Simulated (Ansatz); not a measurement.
The end point of a relaxation of BaTiO₃. Space group R3m (No. 160). All values below come from PBEsol (plane waves to 420 eV, PAW, scalar-relativistic; Ansatz, a first-principles code).

```cif
data_Ba3O9Ti3
_chemical_formula_sum 'Ba3 Ti3 O9'
_space_group_name_H-M_alt 'R3m :H'
_space_group_IT_number 160
_space_group_name_Hall 'R 3 -2"'
_cell_length_a 5.63519
_cell_length_b 5.63519
_cell_length_c 6.92581
_cell_angle_alpha 90.000
_cell_angle_beta 90.000
_cell_angle_gamma 120.000
loop_
_atom_site_label
_atom_site_type_symbol
_atom_site_symmetry_multiplicity
_atom_site_Wyckoff_symbol
_atom_site_fract_x
_atom_site_fract_y
_atom_site_fract_z
_atom_site_occupancy
Ba1 Ba 3 a 0.00000 0.00000 0.01774 1
Ti1 Ti 3 a 0.00000 0.00000 0.50673 1
O1 O 9 b 0.00417 0.50209 0.03184 1
```
(The calculation used a cell of 5 atoms; values per cell refer to that cell.)

### Question
Give the band gap at the level PBEsol.

### Answer
2.32 eV, indirect (valence top at T, conduction bottom at Γ) (no spin-orbit coupling).

### Question
What smallest direct gap does PBEsol give?

### Answer
2.62 eV at or next to Γ.

No spin polarisation in the result.

It was reached from a disturbed copy of a Pm-3m (No. 221) cell (cubic perovskite type), against which it lies -4 meV/atom.

The first start was generated by placing the elements on the sites of a structure type. A measured structure of BaTiO3 has the same space group, R3m (No. 160); the sites were not compared with it. Another known form has space group No. 99.
